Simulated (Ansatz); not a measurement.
## How far do frozen cores hold at 0.4 of the volume?

Ansatz 0.2.0 under PBEsol, scalar-relativistic: all-electron LAPW against the default frozen-core PAW files (made under PBE) and norm-conserving files, on the same cells and meshes. Each crystal is compressed to 0.4 of its own relaxed volume, with k spacings near 0.17 Å⁻¹ and smearing of 0.05 to 0.1 eV; spin polarisation is left out. The structure types needn't be the stable ones.

**Question.** For which of Pd (diamond), Br (diamond), Sb (hcp), Pb (fcc), Zn (bcc) does the PAW pressure depart most from LAPW, and by how much?

**Answer.** Pd (diamond), by -0.29 %. All values:

```json
{"crystal": "Pd (diamond)", "V (Å³/atom)": "9.19", "P LAPW (GPa)": "767.1", "PAW − LAPW (%)": "-0.29", "energy rise, PAW − LAPW (meV/atom)": "-4", "norm-conserving − LAPW (%)": "2.21"}
{"crystal": "Br (diamond)", "V (Å³/atom)": "16.09", "P LAPW (GPa)": "118.2", "PAW − LAPW (%)": "0.27", "energy rise, PAW − LAPW (meV/atom)": "5", "norm-conserving − LAPW (%)": "0.05"}
{"crystal": "Sb (hcp)", "V (Å³/atom)": "10.45", "P LAPW (GPa)": "513.5", "PAW − LAPW (%)": "0.05", "energy rise, PAW − LAPW (meV/atom)": "3", "norm-conserving − LAPW (%)": "-0.80"}
{"crystal": "Pb (fcc)", "V (Å³/atom)": "12.02", "P LAPW (GPa)": "416.2", "PAW − LAPW (%)": "0.17", "energy rise, PAW − LAPW (meV/atom)": "8", "norm-conserving − LAPW (%)": "-1.27"}
{"crystal": "Zn (bcc)", "V (Å³/atom)": "5.74", "P LAPW (GPa)": "755.9", "PAW − LAPW (%)": "-0.07", "energy rise, PAW − LAPW (meV/atom)": "-1", "norm-conserving − LAPW (%)": "0.27"}
```
